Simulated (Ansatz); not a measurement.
Se:
```yaml
crystal:
  lattice:
    - [4.50578, 0.00000, 0.00000]
    - [-2.25289, 3.90212, 0.00000]
    - [0.00000, 0.00000, 4.99121]
  atoms:
    - { symbol: Se, position: [0.21710, 0.00000, 0.16667] }
    - { symbol: Se, position: [0.00000, 0.21710, 0.83333] }
    - { symbol: Se, position: [0.78290, 0.78290, 0.50000] }
```

This is the r²SCAN-relaxed structure.

Q: All from DFT-r²SCAN in the program Ansatz with PAW potentials, unless another level is named. Estimate the smallest direct gap on the standard path.

A: 1.54 eV.

Q: What about the band gap?

A: 1.33 eV (indirect).

Q: Next, the conduction-band minimum?

A: at H (2 equivalent valleys).

Q: And the valence-band maximum?

A: at L.

Space group P3_221. The workflow started from an entry of the Crystallography Open Database (COD), which files this formula under 4 space groups. It is not the phase usual at ambient conditions (space group No. 152). The cell was relaxed with r²SCAN under the symmetry of its start; its stability against distortions is not shown here. A crystal of weakly bound chains computed without a dispersion correction: the cell and the soft elastic constants depend strongly on that. Scalar-relativistic: spin–orbit coupling is off unless named, which matters more the heavier the elements.

Potentials: the later of the program's two PAW sets.
